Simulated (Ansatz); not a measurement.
## An elastic constant from a strain scan in Al2Cu

These are results of DFT r2SCAN, scalar-relativistic, plane waves, PAW in Ansatz, not measurements. Settings: plane waves to 500 eV, k-mesh 12×12×12 (Γ-centred), Gaussian smearing 0.15 eV. No spin polarisation. Energies are free energies at this smearing, counted from the undisturbed cell; pressure is positive in compression.

The undisturbed cell (relaxed at this level; it needn't be the usual structure):

```yaml
crystal:
  lattice:
    - [-2.99595, 2.99595, 2.40622]
    - [2.99595, -2.99595, 2.40622]
    - [2.99595, 2.99595, -2.40622]
  atoms:
    - { symbol: Al, position: [0.15943, 0.65943, 0.81886] }
    - { symbol: Al, position: [0.65943, 0.84057, 0.50000] }
    - { symbol: Al, position: [0.84057, 0.34057, 0.18114] }
    - { symbol: Al, position: [0.34057, 0.15943, 0.50000] }
    - { symbol: Cu, position: [0.75000, 0.75000, 0.00000] }
    - { symbol: Cu, position: [0.25000, 0.25000, 0.00000] }
```

The cell is strained by ε times the Voigt pattern (0, 1, 0, 0, 0, 0) (xx, yy, zz, yz, xz, xy; engineering shear) with fractional coordinates fixed. The cell holds 6 atoms in V0 = 86.39 Å³. The stress column is τ = (1/V0) dE/dε, got from the stress tensor σ (compression positive) at each point as −det(1 + εP) σ : P(1 + εP)⁻¹, with P the pattern as a tensor.

```
      ε  ΔE (meV/atom)  τ (GPa)
-0.0400              ?        ?
-0.0200          4.288   -4.549
 0.0000          0.000   -0.301
 0.0100          0.627    1.688
 0.0300          7.140    5.523
```

Which combination of elastic constants does this scan measure, and how large is it?

For small ε, τ = τ0 + Kε with K = pᵀCp, which for this pattern is C22 in the Cartesian frame shown. The parabola through τ at ε = -0.0200, 0 and 0.0100 has slope K = 203 GPa at zero. The energies per cell, E = NΔE, of the same two points give K = 2[E(ε₊)/ε₊ − E(ε₋)/ε₋]/[(ε₊ − ε₋)V0] = 206 GPa, in agreement. These are clamped-ion values.

Predict the withheld row at ε = -0.0400 from the harmonic law, and compare.

ΔE = V0(τ0 ε + Kε²/2)/N = 15.703 meV/atom and τ = -8.44 GPa. The calculation gives 16.722 meV/atom and -9.36 GPa: the energy lies 6 % above the harmonic value, as bonds stiffen under compression.

Forces appear on the atoms along this scan, and letting them relax would lower the energy and soften the response. In a metal these slopes depend on the k mesh and the smearing.

Cost: 5 runs of about 14 core-minutes in all, on Intel Xeon Processor @ 2.50GHz (Skylake/Cascade Lake) (shared hosts).